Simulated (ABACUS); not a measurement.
Input and output of a self-consistent single point for the (110) slab of Mo (cut from a parent of space group no. 229; 8 atoms in the cell) (ABACUS).

Method: PBEsol, numerical atomic orbitals DZP (confined pseudo-atomic orbitals with Gaussian additions; energy shift 0.01 Ry), PseudoDojo 0.4 standard norm-conserving PBEsol (tails mended) pseudopotentials (ABACUS).

```xyz
8
Lattice="3.1676 0.0000 0.0000 0.0000 4.4797 0.0000 0.0000 0.0000 16.7195" Properties=species:S:1:pos:R:3 pbc="T T T"
Mo     0.0000     4.0724     5.0000
Mo     1.5838     1.8326     5.0000
Mo     0.0000     1.8326     7.2398
Mo     1.5838     4.0724     7.2398
Mo     0.0000     4.0724     9.4797
Mo     1.5838     1.8326     9.4797
Mo     0.0000     1.8326    11.7195
Mo     1.5838     4.0724    11.7195
```

Reference input (self-consistent single point, DFT, PBEsol, numerical atomic orbitals DZP (confined pseudo-atomic orbitals with Gaussian additions; energy shift 0.01 Ry), PseudoDojo 0.4 standard norm-conserving PBEsol (tails mended) pseudopotentials): basis = DZP numerical atomic orbitals, energy shift 0.01 Ry; KPT = Gamma 4 3 1 0 0 0; basis_type = lcao; dft_functional = PBESOL; ecutwfc = 100 Ry; smearing_method = mp; smearing_sigma = 0.00734986 Ry; potentials = PseudoDojo 0.4 standard norm-conserving PBEsol (tails mended); symmetry = 1; ks_solver = scalapack_gvx; scf_nmax = 100; scf_thr = 1.0e-06. This run's input differs from it in these lines:

```diff
@@ -12,2 +12,3 @@
 smearing_sigma       0.00734986
+nbands               57
 ks_solver            scalapack_gvx
```

Log, with long lists cut:

```
 SELF-CONSISTENT
 -------------------------------------------

                  longest orb rcut (Bohr) = 8.1
   longest nonlocal projector rcut (Bohr) = 1.5
                     search radius (Bohr) = 19.2

                          real space grid = [ 40, 54, 216 ]
                                 init_chg = atomic

 LCAO ALGORITHM --------------- ION=   1  ELEC=   1--------------------------------

 Density error is 0.0936232884158
 E_KohnSham     -1123.4602100382     -15285.4603327969
 E_Fermi        0.6970889061         9.4843811352

 LCAO ALGORITHM --------------- ION=   1  ELEC=   2--------------------------------

   [... lines left out ...]
   [... 54 lines left out ...]

 Density error is 0.00145220375630
 E_KohnSham     -1123.8951613627     -15291.3781491617
 E_KS(sigma->0) -1123.8947680324     -15291.3727976285
 E_entropy(-TS) -0.0011799909        -0.0160545997
 E_Fermi        0.6840053365         9.3063700394

 LCAO ALGORITHM --------------- ION=   1  ELEC= 100--------------------------------

 Density error is 0.00105958299318
 E_KohnSham     -1123.8951605791     -15291.3781385008
 E_KS(sigma->0) -1123.8947670911     -15291.3727848212
 E_entropy(-TS) -0.0011804641        -0.0160610386
 E_Fermi        0.6840049961         9.3063654078
 !! convergence has not been achieved @_@

 STATE ENERGY(eV) AND OCCUPATIONS    NSPIN == 1
   [... 54 lines left out ...]

 TOTAL-FORCE (eV/Angstrom)
                       Mo1         0.0000000000         0.0000000000         0.4545801711
                       Mo2         0.0000000000         0.0000000000         1.4143613672
                       Mo3         0.0000000000         0.0000000000        -0.6633005135
                       Mo4         0.0000000000         0.0000000000        -0.6354724969
                       Mo5         0.0000000000         0.0000000000         0.6633005135
                       Mo6         0.0000000000         0.0000000000         0.6354724969
                       Mo7         0.0000000000         0.0000000000        -0.4545801711
                       Mo8         0.0000000000         0.0000000000        -1.4143613672

 TOTAL-STRESS (KBAR)
      -116.0288385215         0.0000000000         0.0000000000
        -0.0000000000      -105.5205167120        -0.0000000000
         0.0000000000         0.0000000000       -65.1419720471
 TOTAL-PRESSURE: -95.563776 KBAR

 --------------------------------------------
 !FINAL_ETOT_IS -15291.3781385007714562 eV
 --------------------------------------------
```

The run ended unconverged after 100 iterations. 

Cost on one core: around 7 core-minutes (rough).

The atomic orbitals were generated for these runs; they are not ABACUS's published sets and were checked against plane waves on a few crystals only.

“Tails mended”: in these copies of the files the far tail of each local potential was reset to the Coulomb form.
